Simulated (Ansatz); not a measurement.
Polymorphs of Ga3Mo, each relaxed with the program Ansatz at the PBE level (PAW):

A: I4/mmm
a = b = 3.7972 Å, c = 8.5570 Å, α = β = γ = 90.00°

```csv
atom,site,symmetry,x,y,z
Ga,2b,4/mmm,0.0000,0.0000,0.5000
Ga,4d,-4m2,0.0000,0.5000,0.2500
Mo,2a,4/mmm,0.0000,0.0000,0.0000
```

B: Cu3Au type (Pm-3m)
a = b = c = 3.9669 Å, α = β = γ = 90.00°

```
atom  site  symmetry       x       y       z
----  ----  --------  ------  ------  ------
Ga      3c    4/mm.m  0.0000  0.5000  0.5000
Mo      1a      m-3m  0.0000  0.0000  0.0000
```

### Question
Put the candidates in order of energy per atom at 0 K, lowest first, for PBE.

### Answer
A (+0 meV/atom), B (+211 meV/atom)

Constructed cells (a structure type filled with these elements, in neither database checked): A; B. All cells were relaxed under the symmetry of their starts (and spin orders); stability against distortions was not tested throughout. Named crystals with no word on spin ran without spin polarisation. Scalar-relativistic: spin–orbit coupling is off unless named, which matters more the heavier the elements.

Energies hold the estimated change up to a 700 eV cutoff; steps of a few meV lie near the error of the meshes.

Potentials: the earlier of the program's two PAW sets.
